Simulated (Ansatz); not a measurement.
The following input was run with Ansatz 0.2.0.

```yaml
crystal:
  lattice:
    - [2.2677396745, 1.3092801115, 7.7746223845]
    - [-2.2677396745, 1.3092801115, 7.7746223845]
    - [0.0, -2.618560223, 7.7746223845]
  atoms:
    - { symbol: Sr, position: [0.0, 0.0, 0.0] }
    - { symbol: Ag, position: [0.142144622, 0.142144622, 0.142144622] }
    - { symbol: Ag, position: [0.857855378, 0.857855378, 0.857855378] }
    - { symbol: Ag, position: [0.4352419651, 0.4352419651, 0.4352419651] }
    - { symbol: Ag, position: [0.5647580349, 0.5647580349, 0.5647580349] }
    - { symbol: Sb, position: [0.2589827462, 0.2589827462, 0.2589827462] }
    - { symbol: Sb, position: [0.7410172538, 0.7410172538, 0.7410172538] }
basis:
  ecutwfc: 420
kpoints:
  mp_grid: { grid: [12, 12, 12] }
hamiltonian:
  xc: pbesol
scf:
  occupations: { method: gaussian, width: 0.1 }
output:
  forces: true
  stress: true
  eigenvalues: true
relax:
  adjacent_minimum: "off"
  f_tol: 0.01
  max_steps: 30
  cell: { stress_tol: 0.1, fix: [volume] }
```

Launched with
```bash
ansatz run input.yaml --threads 2 --pin off --max-ram 5120MiB --backend cpu --events-out ev --progress --plain --runs-dir out
```

All numbers below come from Ansatz, DFT PBEsol, scalar-relativistic, plane waves, PAW.

Part of what the program printed, abridged (iterations and final results):

```
SCF iter   1: F=—  HF=-46399.055975 eV  |F-HF|=—  |Δ(HF+E_count)|=         —  Δρ=6.25e-3  dr2=6.04e-2  ethr=1.77e-3  ⟨swp⟩=7.5  Hψ=56248  notcnv=0  defer=255
SCF iter   2: F=—  HF=-46399.046953 eV  |F-HF|=—  |Δ(HF+E_count)|=   9.02e-3  Δρ=2.32e-3  dr2=1.18e-2  ethr=5.21e-5  ⟨swp⟩=2.0  Hψ=19495  notcnv=0  defer=308
SCF iter   3: F=—  HF=-46399.044877 eV  |F-HF|=—  |Δ(HF+E_count)|=   2.08e-3  Δρ=9.05e-4  dr2=3.65e-3  ethr=1.02e-5  ⟨swp⟩=2.4  Hψ=20058  notcnv=0  defer=308
SCF iter   4: F=—  HF=-46399.044234 eV  |F-HF|=—  |Δ(HF+E_count)|=   6.43e-4  Δρ=2.42e-4  dr2=3.95e-4  ethr=3.15e-6  ⟨swp⟩=2.0  Hψ=13107  notcnv=0  defer=308
SCF iter   5: F=—  HF=-46399.044164 eV  |F-HF|=—  |Δ(HF+E_count)|=   6.95e-5  Δρ=1.11e-4  dr2=4.24e-5  ethr=3.41e-7  ⟨swp⟩=2.1  Hψ=17817  notcnv=0  defer=308
SCF iter   6: F=—  HF=-46399.044158 eV  |F-HF|=—  |Δ(HF+E_count)|=   6.93e-6  Δρ=4.04e-5  dr2=8.82e-6  ethr=3.65e-8  ⟨swp⟩=2.9  Hψ=19394  notcnv=0  defer=308
SCF iter   7: F=—  HF=-46399.044156 eV  |F-HF|=—  |Δ(HF+E_count)|=   1.34e-6  Δρ=2.26e-5  dr2=1.82e-6  ethr=7.60e-9  ⟨swp⟩=2.1  Hψ=14642  notcnv=0  defer=308
SCF iter   8: F=—  HF=-46399.044156 eV  |F-HF|=—  |Δ(HF+E_count)|=   2.90e-7  Δρ=1.36e-5  dr2=3.38e-7  ethr=1.57e-9  ⟨swp⟩=2.0  Hψ=17234  notcnv=0  defer=308
SCF iter   9: F=-46399.044156 eV  HF=-46399.044156 eV  |F-HF|=1.84e-8  |Δ(HF+E_count)|=   6.71e-8  Δρ=2.60e-6  dr2=2.61e-8  ethr=8.62e-11  ⟨swp⟩=11.0  Hψ=59763  notcnv=0
SCF 1 converged in 9 iterations: F = -46399.044156 eV  dr2 = 2.61e-8
relax step   1: F+E_penalty+E_count = -46399.04415583 eV  Δ(F+E_penalty+E_count) = +0.000e0 eV  max|allowed force component| = 2.156e-1 eV/Å  Δτ_max = 0.0000 Å  P = +10.931 GPa  Ω = 138.502 Å³  fix = [volume]  reactions: volume +10.931 GPa (9 SCF iters, dr2 threshold 1.00e-7 eV, accepted)
Basis set: ecut = 420 eV, 2749 PW (Γ), FFT grids on a1−a3, a2−a3, a3, exchange–correlation on 64×64×120 points (8 copies of the dense FFT grid, shifted against one another)
Initial density: handed on by an earlier stage of this run
Initial wavefunctions: those handed on with the density
SCF iter   1: F=—  HF=-46399.044222 eV  |F-HF|=—  |Δ(HF+E_count)|=         —  Δρ=2.87e-3  dr2=1.11e-2  ethr=8.96e-6  ⟨swp⟩=2.1  Hψ=69463  notcnv=0
SCF iter   2: F=—  HF=-46399.041860 eV  |F-HF|=—  |Δ(HF+E_count)|=   2.36e-3  Δρ=1.68e-3  dr2=3.95e-3  ethr=8.96e-6  ⟨swp⟩=1.0  Hψ=13230  notcnv=0
SCF iter   3: F=—  HF=-46399.040654 eV  |F-HF|=—  |Δ(HF+E_count)|=   1.21e-3  Δρ=3.40e-4  dr2=3.34e-4  ethr=3.41e-6  ⟨swp⟩=2.0  Hψ=18468  notcnv=0
SCF iter   4: F=—  HF=-46399.040605 eV  |F-HF|=—  |Δ(HF+E_count)|=   4.90e-5  Δρ=1.48e-4  dr2=1.39e-4  ethr=2.88e-7  ⟨swp⟩=2.4  Hψ=18831  notcnv=0
SCF iter   5: F=—  HF=-46399.040583 eV  |F-HF|=—  |Δ(HF+E_count)|=   2.19e-5  Δρ=6.50e-5  dr2=2.23e-5  ethr=1.19e-7  ⟨swp⟩=1.8  Hψ=13651  notcnv=0
SCF iter   6: F=—  HF=-46399.040579 eV  |F-HF|=—  |Δ(HF+E_count)|=   4.07e-6  Δρ=4.17e-5  dr2=2.93e-6  ethr=1.92e-8  ⟨swp⟩=2.0  Hψ=17137  notcnv=0
SCF iter   7: F=-46399.040578 eV  HF=-46399.040578 eV  |F-HF|=2.25e-7  |Δ(HF+E_count)|=   5.58e-7  Δρ=1.22e-5  dr2=3.23e-7  ethr=6.03e-10  ⟨swp⟩=7.1  Hψ=57975  notcnv=0
SCF 2 converged in 7 iterations: F = -46399.040578 eV  dr2 = 3.23e-7
relax step   2: F+E_penalty+E_count = -46399.04057809 eV  Δ(F+E_penalty+E_count) = +3.578e-3 eV  max|allowed force component| = 2.957e-1 eV/Å  Δτ_max = 0.0694 Å  P = +9.746 GPa  Ω = 138.502 Å³  energy of the carried Pulay correction = +1.299e-17 eV  fix = [volume]  (7 SCF iters, dr2 threshold 7.00e-7 eV, rejected (line search))
SCF iter   1: F=—  HF=-46399.053832 eV  |F-HF|=—  |Δ(HF+E_count)|=         —  Δρ=1.61e-3  dr2=3.63e-3  ethr=3.03e-6  ⟨swp⟩=2.9  Hψ=58159  notcnv=0
SCF iter   2: F=—  HF=-46399.053074 eV  |F-HF|=—  |Δ(HF+E_count)|=   7.58e-4  Δρ=9.13e-4  dr2=1.17e-3  ethr=3.03e-6  ⟨swp⟩=1.0  Hψ=13230  notcnv=0
SCF iter   3: F=—  HF=-46399.052710 eV  |F-HF|=—  |Δ(HF+E_count)|=   3.64e-4  Δρ=2.30e-4  dr2=1.03e-4  ethr=1.01e-6  ⟨swp⟩=2.0  Hψ=17989  notcnv=0
SCF iter   4: F=—  HF=-46399.052689 eV  |F-HF|=—  |Δ(HF+E_count)|=   2.10e-5  Δρ=8.24e-5  dr2=3.43e-5  ethr=8.90e-8  ⟨swp⟩=2.0  Hψ=22292  notcnv=0
SCF iter   5: F=—  HF=-46399.052687 eV  |F-HF|=—  |Δ(HF+E_count)|=   1.42e-6  Δρ=2.88e-5  dr2=7.89e-6  ethr=2.96e-8  ⟨swp⟩=1.6  Hψ=13407  notcnv=0
SCF iter   6: F=—  HF=-46399.052676 eV  |F-HF|=—  |Δ(HF+E_count)|=   1.14e-5  Δρ=2.21e-5  dr2=8.59e-7  ethr=6.80e-9  ⟨swp⟩=2.0  Hψ=14600  notcnv=0
SCF iter   7: F=—  HF=-46399.052676 eV  |F-HF|=—  |Δ(HF+E_count)|=   2.05e-7  Δρ=5.07e-6  dr2=7.71e-8  ethr=7.40e-10  ⟨swp⟩=2.0  Hψ=23425  notcnv=0
SCF iter   8: F=—  HF=-46399.052676 eV  |F-HF|=—  |Δ(HF+E_count)|=   6.07e-9  Δρ=1.44e-6  dr2=5.36e-9  ethr=6.65e-11  ⟨swp⟩=2.0  Hψ=13765  notcnv=0
SCF iter   9: F=—  HF=-46399.052676 eV  |F-HF|=—  |Δ(HF+E_count)|=  9.90e-10  Δρ=5.53e-7  dr2=4.71e-10  ethr=4.62e-12  ⟨swp⟩=2.0  Hψ=20972  notcnv=0
SCF iter  10: F=-46399.052676 eV  HF=-46399.052676 eV  |F-HF|=4.37e-11  |Δ(HF+E_count)|=  3.64e-11  Δρ=2.00e-7  dr2=8.50e-11  ethr=1.00e-12  ⟨swp⟩=4.1  Hψ=41888  notcnv=0
SCF 3 converged in 10 iterations: F = -46399.052676 eV  dr2 = 8.50e-11
relax step   3: F+E_penalty+E_count = -46399.05267566 eV  Δ(F+E_penalty+E_count) = -8.520e-3 eV  max|allowed force component| = 1.297e-2 eV/Å  Δτ_max = 0.0317 Å  P = +10.321 GPa  Ω = 138.502 Å³  energy of the carried Pulay correction = +1.299e-17 eV  fix = [volume]  reactions: volume +10.321 GPa (10 SCF iters, accepted)
SCF iter   1: F=—  HF=-46399.052755 eV  |F-HF|=—  |Δ(HF+E_count)|=         —  Δρ=9.49e-5  dr2=1.48e-5  ethr=1.39e-8  ⟨swp⟩=3.0  Hψ=56948  notcnv=0
SCF iter   2: F=—  HF=-46399.052755 eV  |F-HF|=—  |Δ(HF+E_count)|=   5.37e-7  Δρ=4.87e-5  dr2=3.80e-6  ethr=1.27e-8  ⟨swp⟩=2.4  Hψ=17534  notcnv=0
SCF iter   3: F=—  HF=-46399.052754 eV  |F-HF|=—  |Δ(HF+E_count)|=   9.19e-7  Δρ=1.41e-5  dr2=3.15e-7  ethr=3.28e-9  ⟨swp⟩=2.0  Hψ=17833  notcnv=0
SCF iter   4: F=—  HF=-46399.052754 eV  |F-HF|=—  |Δ(HF+E_count)|=   3.39e-8  Δρ=4.98e-6  dr2=3.51e-8  ethr=2.71e-10  ⟨swp⟩=2.0  Hψ=17807  notcnv=0
SCF iter   5: F=-46399.052754 eV  HF=-46399.052754 eV  |F-HF|=1.56e-9  |Δ(HF+E_count)|=   5.52e-9  Δρ=1.29e-6  dr2=3.63e-9  ethr=2.22e-11  ⟨swp⟩=5.2  Hψ=45451  notcnv=0
SCF 4 converged in 5 iterations: F = -46399.052754 eV  dr2 = 3.63e-9
relax step   4: F+E_penalty+E_count = -46399.05275415 eV  Δ(F+E_penalty+E_count) = -7.849e-5 eV  max|allowed force component| = 5.368e-3 eV/Å  Δτ_max = 0.0015 Å  P = +10.327 GPa  Ω = 138.502 Å³  energy of the carried Pulay correction = +2.598e-17 eV  fix = [volume]  reactions: volume +10.327 GPa (5 SCF iters, dr2 threshold 2.58e-8 eV, accepted)
Initial wavefunctions: pseudopotential atomic-orbital guess (no wavefunctions were taken with the density)
SCF iter   1: F=—  HF=-46399.052760 eV  |F-HF|=—  |Δ(HF+E_count)|=         —  Δρ=1.35e-5  dr2=3.82e-8  ethr=2.71e-6  ⟨swp⟩=3.5  Hψ=89224  notcnv=0
SCF iter   2: F=—  HF=-46399.052763 eV  |F-HF|=—  |Δ(HF+E_count)|=   2.83e-6  Δρ=7.09e-6  dr2=1.20e-8  ethr=3.30e-11  ⟨swp⟩=4.1  Hψ=40016  notcnv=0
SCF iter   3: F=—  HF=-46399.052763 eV  |F-HF|=—  |Δ(HF+E_count)|=   1.79e-8  Δρ=1.32e-6  dr2=1.31e-9  ethr=1.04e-11  ⟨swp⟩=2.0  Hψ=22618  notcnv=0
SCF iter   4: F=-46399.052763 eV  HF=-46399.052763 eV  |F-HF|=1.02e-10  |Δ(HF+E_count)|=  1.96e-10  Δρ=3.23e-7  dr2=2.20e-10  ethr=1.00e-12  ⟨swp⟩=7.2  Hψ=53013  notcnv=0
SCF 5 converged in 4 iterations: F = -46399.052763 eV  dr2 = 2.20e-10
SCF converged after 4 iterations
Free energy (F): -46399.052763 eV
Harris-Foulkes:  -46399.052763 eV  (|F-HF|=1.02e-10)
Internal energy: -46399.044764 eV  (E = F + TS)
E sigma→0 (E₀):  -46399.048763 eV
Entropy (-TS):   -0.007999 eV (-1.143 meV/atom)
Fermi energy:    15.554045 eV
--- Per-component energies (eV) ---
  E_band       = -1307.757744
  E_kinetic    = 2785.993953
  E_local      = -15738.067337  (includes V_loc(G=0)·N_el)
  E_nonlocal   = 1264.120005
  E_hartree    = 7181.620131
  E_xc         = -1189.315462
  E_vxc        = -1303.027286  (∫ρ·V_xc dr)
  E_paw        = -26985.378776  (= ΣΔE_a)
  E_vpaw       = -2680.018560  (= ΣTr[D̂ρ^β])
  E_aug_tail   = 0.001138  (compensation charges beyond the density's cutoff)
  E_ewald      = -13720.107435
  E_core_change = 2.089018  (= ΣΔE_core)
  E_smearing   = -0.007999  (= −TS)
--- Forces (eV/Å), atoms counted from 1 ---
  atom   1  Sr     0.00000000     0.00000000     0.00000000
  atom   2  Ag     0.00000000     0.00000000     0.00090246
  atom   3  Ag     0.00000000     0.00000000    -0.00090246
  atom   4  Ag     0.00000000     0.00000000     0.00534422
  atom   5  Ag     0.00000000     0.00000000    -0.00534422
  atom   6  Sb     0.00000000     0.00000000    -0.00222786
  atom   7  Sb     0.00000000     0.00000000     0.00222786
--- Stress (GPa, compression-positive) ---
       10.342387       0.000000       0.000000
        0.000000      10.342387       0.000000
        0.000000       0.000000      10.293130
  P = ⅓ Tr σ = 10.3260 GPa (103.260 kbar)
--- Band table (eV; the first three rows and the last of 189) ---
  k-point 0: bands = ["-77.0067", "-77.0052", "-76.8405", "-76.8307", "-40.5531", "-40.5531", "-40.5508", "-40.5508", "-40.4614", "-40.4376", "-40.3987", "-40.3860", "-40.3483", "-40.3483", "-40.2946", "-40.2946", "-19.3076", "-13.2798", "-13.2798", "-13.2785", "-13.2785", "-13.2770", "-13.2760", "-13.2538", "-13.2538", "-13.2519", "-13.2519", "-1.6298", "-1.4480", "-1.4480", "4.2102", "5.2856", "8.9345", "8.9345", "9.3633", "9.3805", "9.3805", "9.5497", "9.5497", "9.7156", "9.7156", "9.7948", "10.1101", "10.6659", "10.6659", "10.9890", "11.0724", "11.1583", "11.1583", "11.3598", "11.3598", "11.5945", "11.5945", "14.7437", "14.9559", "14.9559", "16.2402", "16.3808", "16.3808", "17.2686", "17 ...
  k-point 1: bands = ["-77.0067", "-77.0052", "-76.8404", "-76.8309", "-40.5535", "-40.5532", "-40.5507", "-40.5505", "-40.4616", "-40.4379", "-40.3985", "-40.3868", "-40.3483", "-40.3467", "-40.2954", "-40.2943", "-19.3072", "-13.2798", "-13.2797", "-13.2786", "-13.2784", "-13.2768", "-13.2759", "-13.2538", "-13.2538", "-13.2519", "-13.2518", "-1.6251", "-1.4621", "-1.4504", "4.2740", "5.2947", "8.9043", "8.9642", "9.2188", "9.3695", "9.4039", "9.5709", "9.6635", "9.7697", "9.7983", "9.8285", "10.0758", "10.6537", "10.6878", "10.9664", "11.0839", "11.1427", "11.1670", "11.3464", "11.3714", "11.5230", "11.5665", "14.1749", "14.9253", "15.3845", "15.4681", "16.0225", "16.8362", "17.2087", "17 ...
  k-point 2: bands = ["-77.0066", "-77.0051", "-76.8400", "-76.8313", "-40.5544", "-40.5532", "-40.5507", "-40.5501", "-40.4624", "-40.4385", "-40.3979", "-40.3884", "-40.3482", "-40.3428", "-40.2974", "-40.2936", "-19.3063", "-13.2799", "-13.2796", "-13.2789", "-13.2782", "-13.2765", "-13.2756", "-13.2539", "-13.2535", "-13.2521", "-13.2515", "-1.6125", "-1.5000", "-1.4572", "4.4538", "5.3222", "8.8359", "9.0505", "9.0784", "9.3582", "9.3845", "9.6274", "9.7563", "9.8546", "9.9024", "9.9909", "10.1470", "10.6227", "10.7521", "10.8907", "10.9941", "11.1001", "11.2430", "11.3175", "11.3813", "11.4256", "11.4830", "13.5769", "14.3956", "14.7510", "15.4765", "15.4785", "16.8263", "17.2301", "17 ...
  k-point 188: bands = ["-77.0067", "-77.0052", "-76.8405", "-76.8307", "-40.5531", "-40.5531", "-40.5508", "-40.5508", "-40.4614", "-40.4376", "-40.3987", "-40.3860", "-40.3483", "-40.3483", "-40.2946", "-40.2946", "-19.3075", "-13.2798", "-13.2798", "-13.2784", "-13.2784", "-13.2767", "-13.2761", "-13.2540", "-13.2540", "-13.2516", "-13.2516", "-1.6358", "-1.4479", "-1.4479", "4.6780", "4.7262", "8.8793", "8.8793", "9.4642", "9.4642", "9.4724", "9.5192", "9.5192", "9.6572", "9.7161", "9.7161", "10.5565", "10.6219", "10.7396", "10.7396", "11.0982", "11.0982", "11.3647", "11.3647", "11.5253", "11.5778", "11.5778", "13.6183", "15.0138", "15.0138", "16.2794", "16.2794", "16.5132", "16.8580", " ...
--- Relaxed structure (4 steps of the walk, 3 accepted, 1 SCFs on fresh bases) ---
  F+E_penalty+E_count = -46399.05276263 eV   max|allowed force component| = 5.344e-3 eV/Å   (the final SCF, on the basis selected at the relaxed cell)
  cell:  # Å, volume = 138.5021 Å³
    - [2.27540111, 1.31370344, 7.72235510]
    - [-2.27540111, 1.31370344, 7.72235510]
    - [0.0, -2.62740689, 7.72235510]
  atoms:
    - { symbol: Sr, position: [0.0, 0.0, 0.0] }
    - { symbol: Ag, position: [0.14210659, 0.14210659, 0.14210659] }
    - { symbol: Ag, position: [0.85789340, 0.85789340, 0.85789340] }
    - { symbol: Ag, position: [0.43477935, 0.43477935, 0.43477935] }
    - { symbol: Ag, position: [0.56522064, 0.56522064, 0.56522064] }
    - { symbol: Sb, position: [0.26030446, 0.26030446, 0.26030446] }
    - { symbol: Sb, position: [0.73969553, 0.73969553, 0.73969553] }
```

The relaxation met its thresholds.

It took 2.3 min on 2 threads of Intel(R) Xeon(R) 6975P-C (Granite Rapids) (shared host), peak memory 1.4 GiB.